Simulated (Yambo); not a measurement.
Quantum ESPRESSO input (LDA, PseudoDojo standard norm-conserving files, scalar-relativistic) whose wavefunctions are converted with p2y:

```
&CONTROL
  calculation = 'nscf'
  pseudo_dir = './pseudo'
  outdir = './out'
/
&SYSTEM
  ibrav = 0
  nat = 10
  ntyp = 2
  ecutwfc = 88.0
  ecutrho = 352.0
  occupations = 'fixed'
  force_symmorphic = .true.
  nbnd = 187
/
&ELECTRONS
  conv_thr = 1e-08
  diago_full_acc = .true.
  diago_thr_init = 1e-08
/
ATOMIC_SPECIES
O 15.9990 O.upf
Rh 102.9055 Rh.upf
CELL_PARAMETERS angstrom
  2.571609962000   1.484719704000   4.629163000000
 -2.571609962000   1.484719704000   4.629163000000
  0.000000000000  -2.969439407000   4.629163000000
ATOMIC_POSITIONS crystal
O   0.049860000000   0.450140000000   0.750000000000
O   0.950140000000   0.549860000000   0.250000000000
O   0.750000000000   0.049860000000   0.450140000000
O   0.250000000000   0.950140000000   0.549860000000
O   0.450140000000   0.750000000000   0.049860000000
O   0.549860000000   0.250000000000   0.950140000000
Rh   0.849190000000   0.849190000000   0.849190000000
Rh   0.150810000000   0.150810000000   0.150810000000
Rh   0.650810000000   0.650810000000   0.650810000000
Rh   0.349190000000   0.349190000000   0.349190000000
K_POINTS automatic
1 1 1 0 0 0
```

Yambo's initialisation report on symmetry, reciprocal space, the k grid and the gaps on this mesh:

```
  [02.02] Symmetries
  ==================

  Inversion symmetry    : yes
  Spatial inversion     : yes
  Inversion index       :   4
  K-space Time-reversal : no
  Magnetic symmetries   : no
  Group table correct   : yes
  Symmetries units      :  [cc]

  [02.03] Reciprocal space
  ========================

  nG shells         :   5366
  nG charge         :   79799
  nG WFs            :  10011
  nC WFs            :  10011
  G-vecs. in first 80 shells:  [ Number ]
     1    3    9   15   21   27   33   35   47
    53   59   65   71   77   89  101  113  119
   121  133  139  145  157  169  175  181  193
   199  211  223  235  247  259  265  277  283
    295   297   309   321   327   333   339   351   363
    369   381   393   399   405   417   429   441   453
    465   477   489   495   501   507   519   543   549
    551   563   575   587   593   605   629   635   641
    653   665   677   683   689   701   707   719
  ...
  Shell energy in first 80 shells:  [ mHa ]
    0.00000      257.945      307.273      393.255      737.181      835.837      995.126      1031.78      1093.78
    1143.11      1229.09      1573.02      1682.98      1830.96      1867.62      1978.95      2064.93      2112.89
    2321.50      2408.86      2507.51      2518.82      2666.80      2765.46      2948.73      3144.67      3157.34
    3343.35      3354.65      3539.29      3601.29      3650.62      3736.60      3746.54      3784.56      3980.51
    4080.53      4127.12      4338.48      4375.13      4486.46      4572.44      4582.38      4816.34      4829.02
    4916.37      4962.96      5026.33      5122.25      5174.31      5322.30      5408.28      5418.21      5456.24
    5664.85      5752.21      5850.86      5862.17      5896.08      5958.08      6010.15      6108.81      6292.07
    6448.62      6488.02      6634.63      6698.00      6731.92      6793.92      6882.64      6993.97      7079.95
    7089.89      7127.91      7284.46      7323.85      7423.88      7470.47      7522.54      7567.76
  ...

  [02.04] K-grid lattice
  ======================

  Compatible Grid is   : 0D
  K lattice UC volume  :  0.346609 [a.u.]

  IBZ K-points                                      :  1
  BZ  K-points                                      :  1

  K/Q-points units:
  rlu = crystal or reduced units; cc = cartesian coordinates; iku = interal k-units

  K [1]          [rlu]:  0.000000  0.000000  0.000000
         WF components:  10011

  [02.05] Energies & Occupations
  ==============================

  [X] === General ===
  [X] Electronic Temperature                        :  0.000000  0.000000 [eV K]
  [X] Bosonic    Temperature                        :  0.000000  0.000000 [eV K]
  [X] Finite Temperature mode                       : no
  [X] El. density                                   :  0.98069E+24 [cm-3]
  [X] Fermi Level                                   :  14.41210 [eV]

  [X] === Gaps and Widths ===
  [X] Conduction Band Min                           :  0.801511 [eV]
  [X] Valence Band Max                              :  0.000000 [eV]
  [X] Filled Bands                                  :   52
  [X] Empty Bands                                   :   53  187
  [X] Direct Gap                                    :  0.801511 [eV]
  [X] Direct Gap localized at k                     :  1
```
The gaps are LDA values on this mesh alone; only operations without fractional translations are kept.

Spin-orbit coupling is not included.

Geometry of the Materials Project entry, not relaxed at this level.
